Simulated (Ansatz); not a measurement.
TiS2O8:
```xyz
33
Lattice="4.1700 2.4076 7.3706 -4.1700 2.4076 7.3706 0.0000 -4.8152 7.3706" Properties=species:S:1:pos:R:3 pbc="T T T"
Ti     0.0000     0.0000     7.8976
Ti     0.0000     0.0000    14.2269
Ti     0.0000     0.0000    18.8814
S     -1.8503    -2.3289     9.2007
S      2.9421    -0.4379     9.2007
S     -1.0918     2.7669     9.2007
S     -2.9520     0.3546    12.8657
S      1.1689    -2.7338    12.8657
S      1.7830     2.3792    12.8657
O     -1.5962     0.1549     6.7597
O      0.6639    -1.4598     6.7597
O      0.9323     1.3049     6.7597
O      2.7303    -1.2700    16.6531
O     -0.2653     2.9995    16.6531
O     -2.4650    -1.7296    16.6531
O     -2.6674    -1.8639    10.3770
O      2.9479    -1.3781    10.3770
O     -0.2804     3.2420    10.3770
O     -0.7231    -1.3474     9.0985
O      1.5284     0.0475     9.0985
O     -0.8053     1.2999     9.0985
O     -3.8458    -0.8224    12.5899
O      2.6352    -2.9194    12.5899
O      1.2107     3.7418    12.5899
O     -2.8434     1.2803    11.8022
O      0.3129    -3.1026    11.8022
O      2.5305     1.8223    11.8022
O     -1.6218    -0.2624    13.2041
O      1.0382    -1.2733    13.2041
O      0.5836     1.5357    13.2041
O     -0.4236    -1.4846    15.3556
O      1.4975     0.3755    15.3556
O     -1.0739     1.1092    15.3556
```

Relaxed with r²SCAN. Special points in fractions of this cell's reciprocal vectors: Γ (0.000, 0.000, 0.000); T (0.500, 0.500, 0.500); H2 (0.762, 0.238, 0.500); H0 (0.500, -0.238, 0.238); L (0.500, 0.000, 0.000); S0 (0.369, -0.369, 0.000); S2 (0.631, 0.000, 0.369); F (0.500, 0.000, 0.500).

Problem. List the band energies nearest the valence-band maximum at these points for plane-wave PAW r²SCAN (Ansatz code).

Solution. In eV from the valence-band maximum; about four levels below and three above (degenerate sets whole), none deeper than 8.9 eV; points with the same levels are listed once.

```json
[
 {"k": "Γ", "below": "-0.20 -0.20 -0.17 -0.01 -0.01", "above": "2.79 2.80 2.80"},
 {"k": "T", "below": "-0.21 -0.21 -0.12 -0.12 -0.08", "above": "2.79 2.91 2.91"},
 {"k": "H2", "below": "-0.16 -0.11 -0.08 -0.06", "above": "2.81 2.85 2.90"},
 {"k": "L", "below": "-0.17 -0.11 -0.08 -0.02", "above": "2.83 2.87 2.89"},
 {"k": "S0", "below": "-0.15 -0.11 -0.08 -0.06", "above": "2.80 2.87 2.91"},
 {"k": "F", "below": "-0.16 -0.11 -0.08 -0.07", "above": "2.77 2.88 2.90"}
]
```

Space group R3. The workflow started from a Materials Project entry (that database holds measured and hypothetical structures alike); the Crystallography Open Database copy checked does not list it. Whether it is the stable phase at ambient conditions was not checked. The cell was relaxed with r²SCAN under the symmetry of its start; its stability against distortions is not shown here. No spin polarisation was allowed.

Potentials: the later of the program's two PAW sets.
